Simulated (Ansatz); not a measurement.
KF:
```yaml
crystal:
  lattice:
    - [0.00000, 2.71037, 2.71037]
    - [2.71037, 0.00000, 2.71037]
    - [2.71037, 2.71037, 0.00000]
  atoms:
    - { symbol: K, position: [0.00000, 0.00000, 0.00000] }
    - { symbol: F, position: [0.50000, 0.50000, 0.50000] }
```

Relaxed with PBE.

Question: Map the electron localisation function on the plane through (0.000, 0.000, 0.000) spanned by u = [1, 0, 0] and v = [0, 1, -1] in lattice vectors, from the program Ansatz at the PBE level (PAW).

Answer: x is the fraction of u, y of v (the angle between them is 90°; rows are the nearest grid lines); atoms in the plane: K at (0.00, 0.00), F at (0.50, 0.50).
```
y \ x   0.000  0.105  0.158  0.263  0.368  0.474  0.526  0.632  0.737  0.842  0.895   1.00
------  -----  -----  -----  -----  -----  -----  -----  -----  -----  -----  -----  -----
1.00    0.510  0.815  0.876  0.721  0.059  0.006  0.006  0.059  0.721  0.876  0.815  0.510
0.947   0.641  0.839  0.878  0.676  0.042  0.010  0.010  0.042  0.676  0.878  0.839  0.641
0.842   0.876  0.871  0.824  0.205  0.028  0.155  0.155  0.028  0.205  0.824  0.871  0.876
0.789   0.857  0.797  0.623  0.048  0.108  0.428  0.428  0.108  0.048  0.623  0.797  0.857
0.684   0.343  0.116  0.039  0.134  0.675  0.791  0.791  0.675  0.134  0.039  0.116  0.343
0.632   0.058  0.025  0.028  0.399  0.787  0.809  0.809  0.787  0.399  0.028  0.025  0.058
0.526   0.006  0.034  0.156  0.662  0.809  0.491  0.491  0.809  0.662  0.156  0.034  0.006
0.474   0.006  0.034  0.156  0.662  0.809  0.491  0.491  0.809  0.662  0.156  0.034  0.006
0.368   0.058  0.025  0.028  0.399  0.787  0.809  0.809  0.787  0.399  0.028  0.025  0.058
0.316   0.343  0.116  0.039  0.134  0.675  0.791  0.791  0.675  0.134  0.039  0.116  0.343
0.211   0.857  0.797  0.623  0.048  0.108  0.428  0.428  0.108  0.048  0.623  0.797  0.857
0.158   0.876  0.871  0.824  0.205  0.028  0.155  0.155  0.028  0.205  0.824  0.871  0.876
0.0526  0.641  0.839  0.878  0.676  0.042  0.010  0.010  0.042  0.676  0.878  0.839  0.641
0.000   0.510  0.815  0.876  0.721  0.059  0.006  0.006  0.059  0.721  0.876  0.815  0.510
```

The density is the valence pseudo-density with augmentation charge, so density and ELF within about 1 Å of a nucleus are not all-electron values.

Space group Fm-3m (rock salt). Symmetry was held in the PBE relaxation; phonons on a q-mesh show no instability.

Potentials: the later of the program's two PAW sets.
